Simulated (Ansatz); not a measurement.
HfPt3:
Space group Pm-3m (No. 221); a = b = c = 4.007 Å, α = β = γ = 90.00°

| atom | site | symmetry | x | y | z |
|---|---|---|---|---|---|
| Hf | 1a | m-3m | 0.0000 | 0.0000 | 0.0000 |
| Pt | 3c | 4/mm.m | 0.0000 | 0.5000 | 0.5000 |

This is the r²SCAN-relaxed structure.

All from r²SCAN (plane waves, PAW; program Ansatz), unless another level is named. Give the Poisson's ratio.

0.30.

Next, the elastic constants (relaxed ions, GPa)?

C11 = 376, C12 = 188, C44 = 138.

The workflow started from a Materials Project entry (that database holds measured and hypothetical structures alike); the Crystallography Open Database copy checked does not list it. COD files the formula under space group No. 194. Its standing as an ambient phase is unchecked. The r²SCAN relaxation kept the symmetry of its start; whether a distortion lowers the energy is not shown. No spin polarisation was allowed. As this level gives no gap, shear constants depend on the k-mesh and smearing (Fermi–Dirac, 0.1 eV here). Spin–orbit coupling is left out wherever it is not named.

Potentials: the later of the program's two PAW sets.
